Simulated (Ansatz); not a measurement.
Values for one crystal, relaxed and computed with plane-wave PAW r²SCAN (Ansatz code); other levels are named.

| Property | Result |
|---|---|
| Volume per atom | 23.50 Å³ |
| Electronic character | metallic (no gap) |
| Formation energy from the elements (no fitted shifts) | -0.23 eV/atom |
| Density of states at the Fermi level | 0.47 states/eV per atom (mean over ±0.08 eV) |

### Question
Which compound is it?
(A) TaN, CsCl type
(B) LaSi3Os, I4mm (La on 2a, Si on 2a, Si on 4b, Os on 2a)
(C) NiTe2, CdI2 type
(D) YSi2, P4/mmm (Si on 2f, Y on 1b)

### Answer
C, NiTe2, CdI2 type

Space group P-3m1 (CdI2 type). The workflow started from a Materials Project entry (that database holds measured and hypothetical structures alike); the Crystallography Open Database files this formula in space group No. 164, but the cells were not matched. Whether it is the stable phase at ambient conditions was not checked. Symmetry was held in the r²SCAN relaxation; its stability against distortions is not shown here. The run is not spin-polarised. A crystal of weakly bound layers computed without a dispersion correction: the cell and the soft elastic constants depend strongly on that. The references are the lowest solids computed at this level, not always the standard phases. Spin–orbit coupling is left out wherever it is not named.

Potentials: the later of the program's two PAW sets.
